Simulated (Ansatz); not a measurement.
**CsCrH8N2O8, one structure, two calculations**

Cell: a refined structure from the COD, ions relaxed with PBE at fixed cell.

Space group I-42m (No. 121); a = 7.0386, c = 8.1748 Å.

```csv
site,Wyckoff,site symmetry,x,y,z
Cs,2a,-42m,0.0000,0.0000,0.0000
Cr,2b,-42m,0.0000,0.0000,0.5000
H,16j,1,0.9763,0.6214,0.3193
N,4d,-4..,0.0000,0.5000,0.2500
O13,8i,..m,0.3648,0.3648,0.8363
O17,8i,..m,0.3057,0.3057,0.9977
```

One atom of each set is listed; the run and its k-mesh use a cell of 20 atoms with edges of 6.44, 6.44, 6.44 Å.

First run. Computed with Ansatz: DFT, PBE, plane waves and PAW, scalar-relativistic, collinear spin, 420 eV cutoff, Γ-centred 6×6×6 k-points, Fermi–Dirac smearing 0.05 eV. Start moments as typed (μB): 3 on each Cr, none on the rest.

```
site  V_zz (10²¹ V/m²)     η  m (μB)
  Cs              4.31  0.00    0.00
  Cr              2.10  0.00    0.94
   H              2.77  0.04    0.00
   N             -0.18  0.00    0.00
 O13              24.1  0.77   -0.02
 O17              27.1  0.68   -0.01
```

Second run. The same atoms and settings, except that the functional is r2SCAN and the cutoff is 500 eV.

Q: What does the second run give?

A: 

| site | V_zz | η | change of V_zz | m (μB) |
| --- | --- | --- | --- | --- |
| Cs | 4.26 | 0.00 | -0.05 | 0.00 |
| Cr | 2.16 | 0.00 | +0.06 | 1.09 |
| H | 2.70 | 0.04 | -0.07 | 0.00 |
| N | -0.14 | 0.00 | +0.04 | 0.00 |
| O13 | 24.9 | 0.79 | +0.73 | -0.04 |
| O17 | 28.0 | 0.68 | +0.97 | -0.02 |

The largest change of V_zz is on O17, from 27.1 to 28.0. In per cent, |V_zz| changes by -1 on Cs, +3 on Cr, -3 on H, +3 to +4 on O (all sites that start above 0.5). The absolute magnetisation of the cell goes from 1.5 to 1.7 μB.

Without spin–orbit coupling (the program notes it for Cs) the gradients are little affected as a rule: paired runs on crystals with a gap mostly move them by under 2 % at such atoms. The lattice is static: at room temperature ammonium may turn and average the couplings of its hydrogen. The entry's hydrogen positions were far off; the other atoms hardly move on relaxation. All moments are parallel here, as the start or the cell imposes; many such compounds order antiparallel, where fields and spin densities carried over to other atoms largely cancel. The magnetic order is the one that the run reached from its start moments, not necessarily the measured one.
For the second run: The largest force is 0.4 eV/Å, so the atoms aren't at the calculated equilibrium and relaxing them would move these values. The program didn't check the stability of this electronic state in full, so a lower one may lie near.
